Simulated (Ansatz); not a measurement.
Ansatz (a program for electronic structure) input:

Ansatz 0.2 input:
```yaml
crystal:
  lattice:
    - [2.8839919237, 0.0, 0.0]
    - [-1.4419959618, 2.4976102702, 0.0]
    - [0.0, 0.0, 2.8121799807]
  atoms:
    - { symbol: W, position: [0.0, 0.0, 0.0] }
    - { symbol: C, position: [0.6666666667, 0.3333333333, 0.5] }
kpoints:
  mp_grid: { grid: [28, 28, 25] }
hamiltonian:
  xc: lda
  pseudopotentials: { azcp: { folder: ./paw }, kind: paw }
scf:
  occupations: { method: fermi_dirac, width: 0.1 }
elastic: { mode: relaxed_ion, stencil: two_point, amplitude: 0.005, f_tol: 0.0005 }
```

Output (shortened):

```
Pseudopotentials: kind: paw
Pseudopotential: W, paw, valence charge 14
Pseudopotential: C, paw, valence charge 4
Functional definition: SPW92
Crystal: 2 atoms, lattice volume = 20.256 Å³
Basis set: ecut = 420 eV, 405 PW (Γ)
Bands: 13, of which v1, the nominal top of the filled ones, is band 9 counted from 1 (8 counted from 0)
Symmetry: 12 space group operations
Space group: P-6m2 (ITA 187), of the structure as read, at distance tolerance 2.7e-5 Å
k-points: 1040 of 19600 (time reversal used)
PAW frozen core: W, regenerated for the run's functional, and the local potential with it
PAW frozen core: C, regenerated for the run's functional, and the local potential with it
Initial density: superposition of atomic densities (chi_scale 0.1, normalization cell, long waves kept (reshape's long-wave potential 0.00 eV rms))
Initial wavefunctions: pseudopotential atomic-orbital guess
Eigensolver: davidson
Functional: x = slater, c = lda
all-band conjugate gradients solve this SCF's bands
SCF 1 converged in 10 iterations: F = -10374.185052 eV  dr2 = 4.75e-15
Crystal: 2 atoms, lattice volume = 20.155 Å³
Symmetry: 4 space group operations
k-points: 2743 of 19600 (time reversal used)
Initial density: handed on by an earlier stage of this run
Initial wavefunctions: pseudopotential atomic-orbital guess (no wavefunctions were taken with the density)
SCF 2 converged in 8 iterations: F = -10374.183674 eV  dr2 = 1.55e-14
relax step   1: F+E_penalty+E_count = -10374.18367434 eV  Δ(F+E_penalty+E_count) = +0.000e0 eV  max|allowed force component| = 3.008e-2 eV/Å  Δτ_max = 0.0000 Å  (8 SCF iters, accepted)
density extrapolation: transplant  |δρ|_rms = 5.389e-2 e/Å³  SAD shift = 1.501e-3 e/Å³
Crystal: 2 atoms, lattice volume = 20.155 Å³
Initial wavefunctions: those handed on with the density
SCF 3 converged in 6 iterations: F = -10374.183700 eV  dr2 = 5.19e-14
relax step   2: F+E_penalty+E_count = -10374.18370006 eV  Δ(F+E_penalty+E_count) = -2.572e-5 eV  max|allowed force component| = 6.793e-3 eV/Å  Δτ_max = 0.0007 Å  (6 SCF iters, accepted)
density extrapolation: transplant  |δρ|_rms = 5.389e-2 e/Å³  SAD shift = 4.378e-4 e/Å³
Crystal: 2 atoms, lattice volume = 20.155 Å³
SCF 4 converged in 10 iterations: F = -10374.183701 eV  dr2 = 0.0
relax step   3: F+E_penalty+E_count = -10374.18370144 eV  Δ(F+E_penalty+E_count) = -1.381e-6 eV  max|allowed force component| = 8.550e-6 eV/Å  Δτ_max = 0.0002 Å  (10 SCF iters, accepted)
Crystal: 2 atoms, lattice volume = 20.155 Å³
SCF 5 converged in 6 iterations: F = -10374.183701 eV  dr2 = 0.0
Crystal: 2 atoms, lattice volume = 20.358 Å³
SCF 6 converged in 8 iterations: F = -10374.183981 eV  dr2 = 1.49e-14
relax step   1: F+E_penalty+E_count = -10374.18398103 eV  Δ(F+E_penalty+E_count) = +0.000e0 eV  max|allowed force component| = 2.859e-2 eV/Å  Δτ_max = 0.0000 Å  (8 SCF iters, accepted)
density extrapolation: transplant  |δρ|_rms = 5.332e-2 e/Å³  SAD shift = 1.831e-3 e/Å³
Crystal: 2 atoms, lattice volume = 20.358 Å³
SCF 7 converged in 6 iterations: F = -10374.184006 eV  dr2 = 7.90e-14
relax step   2: F+E_penalty+E_count = -10374.18400596 eV  Δ(F+E_penalty+E_count) = -2.492e-5 eV  max|allowed force component| = 5.605e-4 eV/Å  Δτ_max = 0.0009 Å  (6 SCF iters, accepted)
density extrapolation: transplant  |δρ|_rms = 5.332e-2 e/Å³  SAD shift = 3.662e-5 e/Å³
Crystal: 2 atoms, lattice volume = 20.358 Å³
SCF 8 converged in 8 iterations: F = -10374.184006 eV  dr2 = 0.0
relax step   3: F+E_penalty+E_count = -10374.18400597 eV  Δ(F+E_penalty+E_count) = -9.595e-9 eV  max|allowed force component| = 6.183e-7 eV/Å  Δτ_max = 0.0000 Å  (8 SCF iters, accepted)
Crystal: 2 atoms, lattice volume = 20.358 Å³
SCF 9 converged in 6 iterations: F = -10374.184006 eV  dr2 = 0.0
density extrapolation: transplant  |δρ|_rms = 5.360e-2 e/Å³  SAD shift = 6.764e-3 e/Å³
Crystal: 2 atoms, lattice volume = 20.155 Å³
SCF 10 converged in 7 iterations: F = -10374.183435 eV  dr2 = 5.48e-14
density extrapolation: first-order (α = -2.000)  |δρ|_rms = 5.360e-2 e/Å³  SAD shift = 6.707e-3 e/Å³
Crystal: 2 atoms, lattice volume = 20.358 Å³
SCF 11 converged in 5 iterations: F = -10374.183444 eV  dr2 = 3.46e-14
Crystal: 2 atoms, lattice volume = 20.256 Å³
Symmetry: 2 space group operations
k-points: 5083 of 19600 (time reversal used)
SCF 12 converged in 8 iterations: F = -10374.184531 eV  dr2 = 1.18e-14
relax step   1: F+E_penalty+E_count = -10374.18453101 eV  Δ(F+E_penalty+E_count) = +0.000e0 eV  max|allowed force component| = 7.822e-4 eV/Å  Δτ_max = 0.0000 Å  (8 SCF iters, accepted)
density extrapolation: transplant  |δρ|_rms = 5.361e-2 e/Å³  SAD shift = 3.935e-5 e/Å³
Crystal: 2 atoms, lattice volume = 20.256 Å³
SCF 13 converged in 9 iterations: F = -10374.184531 eV  dr2 = 0.0
relax step   2: F+E_penalty+E_count = -10374.18453102 eV  Δ(F+E_penalty+E_count) = -1.757e-8 eV  max|allowed force component| = 1.760e-4 eV/Å  Δτ_max = 0.0000 Å  (9 SCF iters, accepted)
Crystal: 2 atoms, lattice volume = 20.256 Å³
SCF 14 converged in 6 iterations: F = -10374.184531 eV  dr2 = 0.0
Crystal: 2 atoms, lattice volume = 20.256 Å³
SCF 15 converged in 8 iterations: F = -10374.184531 eV  dr2 = 1.19e-14
relax step   1: F+E_penalty+E_count = -10374.18453101 eV  Δ(F+E_penalty+E_count) = +0.000e0 eV  max|allowed force component| = 7.822e-4 eV/Å  Δτ_max = 0.0000 Å  (8 SCF iters, accepted)
density extrapolation: transplant  |δρ|_rms = 5.361e-2 e/Å³  SAD shift = 3.935e-5 e/Å³
Crystal: 2 atoms, lattice volume = 20.256 Å³
SCF 16 converged in 9 iterations: F = -10374.184531 eV  dr2 = 0.0
relax step   2: F+E_penalty+E_count = -10374.18453102 eV  Δ(F+E_penalty+E_count) = -1.757e-8 eV  max|allowed force component| = 1.760e-4 eV/Å  Δτ_max = 0.0000 Å  (9 SCF iters, accepted)
Crystal: 2 atoms, lattice volume = 20.256 Å³
SCF 17 converged in 6 iterations: F = -10374.184531 eV  dr2 = 0.0
SCF converged after 10 iterations
Free energy (F): -10374.185052 eV
Harris-Foulkes:  -10374.185052 eV  (|F-HF|=3.64e-12)
Internal energy: -10374.174992 eV  (E = F + TS)
E sigma→0 (E₀):  -10374.180022 eV
Entropy (-TS):   -0.010060 eV (-5.030 meV/atom)
Fermi energy:    20.697462 eV
--- Per-component energies (eV) ---
  E_band       = -56.606410
  E_kinetic    = 512.035929
  E_local      = -591.748226  (includes V_loc(G=0)·N_el)
  E_nonlocal   = 4.012380
  E_hartree    = 243.243477
  E_xc         = -314.499611
  E_vxc        = -291.742737  (∫ρ·V_xc dr)
  E_paw        = -8416.786216  (= ΣΔE_a)
  E_vpaw       = -175.650873  (= ΣTr[D̂ρ^β])
  E_aug_tail   = 0.000159  (compensation charges beyond the density's cutoff)
  E_ewald      = -1810.778968
  E_core_change = 0.346082  (= ΣΔE_core)
  E_smearing   = -0.010060  (= −TS)
  E_closure    = 0.000000  (closes the sum)
  Σ components = -10374.185052   (vs F -10374.185052, Δ=0.00e0)
--- Forces (eV/Å), atoms counted from 1 ---
  atom   1  W      0.00000000     0.00000000     0.00000000
  atom   2  C      0.00000000     0.00000000     0.00000000
  max |Σ_I F_I| component: 2.59e-16 eV/Å
--- Stress (GPa, compression-positive) ---
        0.218950       0.000000       0.000000
        0.000000       0.218950       0.000000
        0.000000       0.000000      -0.016819
  P = ⅓ Tr σ = 0.1404 GPa (1.404 kbar)
  The stress holds the Pulay correction. Without it, at fixed plane waves, as pw.x and ABINIT print it: P = -0.1151 GPa
  The stress includes an estimate of the error left by incomplete SCF convergence (largest component 0.0000 GPa).
--- Band table (eV; the first three rows and the last of 1040) ---
  k-point 0: bands = ["-53.1921", "-17.1703", "-17.0568", "-17.0568", "6.1885", "16.2269", "17.2315", "17.2315", "20.8015", "23.9798", "23.9798", "26.4079", "26.4079"]
  k-point 1: bands = ["-53.1914", "-17.1840", "-17.0556", "-17.0556", "6.2297", "16.2133", "17.2499", "17.2499", "20.7915", "23.8192", "23.8192", "26.5124", "26.5124"]
  k-point 2: bands = ["-53.1893", "-17.2239", "-17.0522", "-17.0522", "6.3520", "16.1630", "17.3045", "17.3045", "20.7778", "23.4224", "23.4224", "26.7351", "26.7351"]
  k-point 1039: bands = ["-53.0739", "-17.7722", "-17.6119", "-17.5280", "9.7540", "13.2854", "15.2144", "19.0991", "20.0159", "25.2144", "27.3580", "28.4274", "30.0939"]
  band table: 13 of 13 bands, residual norms ≤ 1.0e-3 eV
--- Elastic constants: 3 strain directions × 2 members + reference (group order 12) ---
  dense FFT box of the reference and of every strained cell: 20×20×20
  strains applied: 11, 33, 23; error gains …
  C = ∂σ_k/∂η_j (tension-positive GPa; Voigt order 11 22 33 23 13 12):
       759.243    255.508    196.481      0.000      0.000      0.000
       255.508    759.243    196.481      0.000      0.000      0.000
       196.218    196.218   1020.132      0.000      0.000      0.000
         0.000      0.000      0.000    329.911      0.000      0.000
         0.000      0.000      0.000      0.000    329.911      0.000
         0.000      0.000      0.000      0.000      0.000    251.867
  reference stress σ⁰ (GPa):     -0.219     -0.219      0.017      0.000      0.000      0.000
  moduli (Voigt/Reuss/Hill, GPa): K = 426.11/422.13/424.12   G = 308.37/299.91/304.14   E = 736.39   ν = 0.211
  mechanically stable: yes (min eigenvalue of sym C = 251.87 GPa)
  harmonic check of the ions' relaxations: strain 23: 1 pair too noisy to judge …
  the stresses are not corrected for the forces that the relaxations left standing (`elastic.f_tol`)
  strain η (Voigt 11):  stress-route row diagonal C_11 = 759.24 GPa, energy-path curvature d²(F+E_count+ΔE)/dδ²/Ω₀ = 759.16 GPa
         δ    σ_11 (GPa)             F (eV)   n_scf  n_hpsi   n_pw
    -5.000e-3      -4.0818      -10374.1837014       6  454578    405   relax 3 steps, max|allowed force component| 8.55e-6 eV/Å
     5.000e-3       3.5106      -10374.1840060       6  454754    414   relax 3 steps, max|allowed force component| 6.18e-7 eV/Å
  strain η (Voigt 33):  stress-route row diagonal C_33 = 1020.13 GPa, energy-path curvature d²(F+E_count+ΔE)/dδ²/Ω₀ = 1020.03 GPa
         δ    σ_33 (GPa)             F (eV)   n_scf  n_hpsi   n_pw
    -5.000e-3      -5.1654      -10374.1834350       7  232107    407   relax 0 steps, max|allowed force component| 2.13e-16 eV/Å
     5.000e-3       5.0359      -10374.1834436       5  188603    413   relax 0 steps, max|allowed force component| 1.57e-16 eV/Å
  strain η (Voigt 23):  stress-route row diagonal C_44 = 329.91 GPa, energy-path curvature d²(F+E_count+ΔE)/dδ²/Ω₀ = 329.97 GPa
         δ    σ_23 (GPa)             F (eV)   n_scf  n_hpsi   n_pw
    -5.000e-3      -1.6496      -10374.1845310       6  842044    408   relax 2 steps, max|allowed force component| 1.76e-4 eV/Å
     5.000e-3       1.6496      -10374.1845310       6  842137    408   relax 2 steps, max|allowed force component| 1.76e-4 eV/Å
```

Cost: about 19 core-minutes (a rough figure) on shared cores.

Symmetry was held in the LDA relaxation. No spin polarisation was allowed. As this level gives no gap, shear constants depend on the k-mesh and smearing (Fermi–Dirac, 0.1 eV here). Scalar-relativistic: spin–orbit coupling is off unless named, which matters more the heavier the elements.

Potentials: the earlier of the program's two PAW sets. The files were generated under PBE; for other functionals the program regenerates the frozen cores, and for LDA and PBEsol the local potential too.

Ansatz is a plane-wave DFT program.
